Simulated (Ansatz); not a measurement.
YSi$_{2}$Ru$_{2}$ in space group I4/mmm (No. 139; Y on 2a, Si on 4e, Ru on 4d), r²SCAN (plane waves, PAW; program Ansatz), all energies at zero smearing, with the estimated change up to a 700 eV cutoff added, with one set of potentials and settings (totals compare only within such a set). Cell of 5 atoms (1 Y, 2 Si, 2 Ru): -16924.147 eV.

```
element                reference phase  E (eV/atom)
-------  -----------------------------  -----------
Y        P6_3/mmc, 2 atoms in the cell   -3859.7073
Si          Fd-3m, 2 atoms in the cell    -639.0667
Ru       P6_3/mmc, 2 atoms in the cell   -5890.7039
```

Formation energy per atom, worked out: (-16924.147 − 1×(-3859.7073) − 2×(-639.0667) − 2×(-5890.7039))/5 = -0.980 eV/atom (-95 kJ per mol of atoms), at 0 K, without zero-point energy or fitted corrections.

The first step of the workflow began from a Materials Project structure, measured or hypothetical; the Crystallography Open Database files this formula in space group No. 139, but the cells were not matched. Its standing as an ambient phase is unchecked. Symmetry was held in the r²SCAN relaxation; whether a distortion lowers the energy is not shown. The run is not spin-polarised. The references are the lowest solids computed at this level, not always the standard phases.

Potentials: the later of the program's two PAW sets.
